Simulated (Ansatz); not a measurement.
CoTe: computed property card

CoTe:
```
CELL_PARAMETERS angstrom
      3.85166     0.00000     0.00000
     -1.92583     3.33564     0.00000
      0.00000     0.00000     5.20181
ATOMIC_POSITIONS crystal
  Co 0.00000 0.00000 0.50000
  Co 0.00000 0.00000 0.00000
  Te 0.66667 0.33333 0.75000
  Te 0.33333 0.66667 0.25000
```

Space group P6_3/mmc (No. 194), NiAs type; conventional cell a = b = 3.852 Å, c = 5.202 Å, α = β = 90.00°, γ = 120.00°.

Method: PBEsol in the plane-wave PAW code Ansatz. Geometry: relaxed at this level of theory. Other levels are named where they apply.

Cell and energy:

| Quantity | Value |
|---|---|
| Volume per atom | 16.71 Å³ |
| Density | 9.27 g/cm³ |
| Formation energy from the elements (no fitted shifts) | -0.11 eV/atom |

Electronic structure:

| Quantity | Value |
|---|---|
| Electronic character | metallic (no gap) |
| Density of states at the Fermi level | 0.73 states/eV per atom (mean over ±0.08 eV) |
| Gap with spin–orbit coupling | none (metallic) |

Mechanics:

| Property | Result |
|---|---|
| Bulk modulus (Birch–Murnaghan fit) | 1350 kbar |
| Pressure derivative B′ | 4.8 |
| Elastic constants (relaxed ions, GPa) | C11 = 218, C12 = 99.2, C13 = 88.5, C33 = 222, C44 = 53.6 |
| Mechanical stability | stable (all eigenvalues of C positive) |
| Hill bulk and shear moduli | 135 and 58.6 GPa |
| Young's modulus | 154 GPa |
| Poisson's ratio | 0.31 |
| Debye temperature from the elastic constants | 327 K |

Phonons:

| Quantity | Value |
|---|---|
| Highest zone-centre frequency | 241 cm^-1 |
| Zone-centre stability | no imaginary mode at Γ |

The first step of the workflow began from a Materials Project structure, measured or hypothetical; the Crystallography Open Database files this formula in space group No. 194, but the cells were not matched. Its standing as an ambient phase is unchecked. The PBEsol relaxation kept the symmetry of its start. No spin polarisation was allowed. As this level gives no gap, shear constants depend on the k-mesh and smearing (Fermi–Dirac, 0.1 eV here). As this level gives no gap, phonon frequencies hold no LO–TO term and depend on the k-mesh and smearing (Fermi–Dirac, 0.1 eV here). The references are the lowest solids computed at this level, not always the standard phases. Scalar-relativistic: spin–orbit coupling is off unless named, which matters more the heavier the elements.

Potentials: the later of the program's two PAW sets.
